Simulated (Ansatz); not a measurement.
Ge, first-principles data

Ge:
```cif
data_Ge32
_chemical_formula_sum 'Ge32'
_space_group_name_H-M_alt 'Fd-3m :1'
_space_group_IT_number 227
_space_group_name_Hall 'F 4d 2 3 -1d'
_cell_length_a 12.60299
_cell_length_b 12.60299
_cell_length_c 12.60299
_cell_angle_alpha 90.000
_cell_angle_beta 90.000
_cell_angle_gamma 90.000
loop_
_atom_site_label
_atom_site_type_symbol
_atom_site_symmetry_multiplicity
_atom_site_Wyckoff_symbol
_atom_site_fract_x
_atom_site_fract_y
_atom_site_fract_z
_atom_site_occupancy
Ge1 Ge 32 e 0.07137 0.07137 0.07137 1
```
(The calculation used a cell of 8 atoms; values per cell refer to that cell.)

Space group Fd-3m (No. 227); conventional cell a = b = c = 12.603 Å, α = β = γ = 90.00°.

Method: r²SCAN (plane waves, PAW; program Ansatz). Geometry: relaxed at this level of theory. Other levels are named where they apply.

Cell and energy:

```json
{
  "volume_per_atom": "62.56 Å³",
  "density": "1.93 g/cm³"
}
```

Electronic structure:

```json
{
 "electronic_character": "metallic (no gap)",
 "Density of states at the Fermi level": "0.23 states/eV per atom (mean over ±0.08 eV)",
 "Gap with spin–orbit coupling": "none (metallic)"
}
```

Mechanics:

```json
{
  "Bulk modulus (Birch–Murnaghan fit)": "16.1 GPa",
  "Pressure derivative B′": "5.0"
}
```

The start of the workflow was typed in or built on a structure type. Its sites differ from those of the usual phase in this space group: another stacking or structure type. The cell was relaxed with r²SCAN under the symmetry of its start; its stability against distortions is not shown here. The volume moved by 44 % from the start of the relaxation. Scalar-relativistic: spin–orbit coupling is off unless named, which matters more the heavier the elements.

Potentials: the later of the program's two PAW sets.
